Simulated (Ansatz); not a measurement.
LuSi₂:
```cif
data_LuSi2
_chemical_formula_sum 'Lu1 Si2'
_space_group_name_H-M_alt 'P6/mmm'
_space_group_IT_number 191
_space_group_name_Hall '-P 6 2'
_cell_length_a 4.04777
_cell_length_b 4.04777
_cell_length_c 3.78781
_cell_angle_alpha 90.000
_cell_angle_beta 90.000
_cell_angle_gamma 120.000
loop_
_atom_site_label
_atom_site_type_symbol
_atom_site_symmetry_multiplicity
_atom_site_Wyckoff_symbol
_atom_site_fract_x
_atom_site_fract_y
_atom_site_fract_z
_atom_site_occupancy
Lu1 Lu 1 a 0.00000 0.00000 0.00000 1
Si1 Si 2 d 0.33333 0.66667 0.50000 1
```

Relaxed with r²SCAN.

**Question.** Tabulate the valence density and the electron localisation function along the shortest Si–Si contact (2.34 Å), the program Ansatz at the r²SCAN level (PAW).

**Answer.** 

```tsv
distance from Si (Å)	density (e/Å³)	ELF
0.23	0.09	0.31
0.35	0.16	0.23
0.47	0.26	0.29
0.58	0.36	0.44
0.70	0.45	0.61
0.82	0.49	0.72
0.93	0.50	0.77
1.05	0.49	0.78
1.17	0.49	0.78
1.29	0.49	0.78
1.40	0.50	0.77
1.52	0.49	0.72
1.64	0.45	0.61
1.75	0.36	0.44
1.87	0.26	0.29
1.99	0.16	0.23
2.10	0.09	0.31
```

The density is the valence pseudo-density with augmentation charge, so density and ELF within about 1 Å of a nucleus are not all-electron values.

The workflow started from an entry of the Crystallography Open Database (COD). Whether it is the stable phase at ambient conditions was not checked. Symmetry was held in the r²SCAN relaxation; its stability against distortions is not shown here. Scalar-relativistic: spin–orbit coupling is off unless named, which matters more the heavier the elements.

Potentials: the later of the program's two PAW sets.
